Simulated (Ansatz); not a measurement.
Given:

PbS:
```
PbS
1.0
    0.00000     2.97581     2.97581
    2.97581     0.00000     2.97581
    2.97581     2.97581     0.00000
Pb S
1 1
Direct
  0.50000   0.50000   0.50000
  0.00000   0.00000   0.00000
```

This is the r²SCAN+D4-relaxed structure.

### Question
All from DFT-r²SCAN+D4 in the program Ansatz with PAW potentials, unless another level is named. Give the hole effective mass.

### Answer
0.12, 0.12, 0.22 mₑ (principal values).

### Question
Give the gap with spin–orbit coupling.

### Answer
0.16 eV.

### Question
Next, the electron effective mass?

### Answer
0.17, 0.17, 0.18 mₑ (principal values).

### Question
And the hole effective mass with spin–orbit coupling?

### Answer
0.052, 0.052, 0.079 mₑ (principal values).

### Question
What about the HSE06 gap on the r²SCAN+D4 cell?

### Answer
0.84 eV.

Space group Fm-3m (rock salt). Symmetry was held in the r²SCAN+D4 relaxation. Scalar-relativistic: spin–orbit coupling is off unless named, which matters more the heavier the elements.

Potentials: the earlier of the program's two PAW sets.
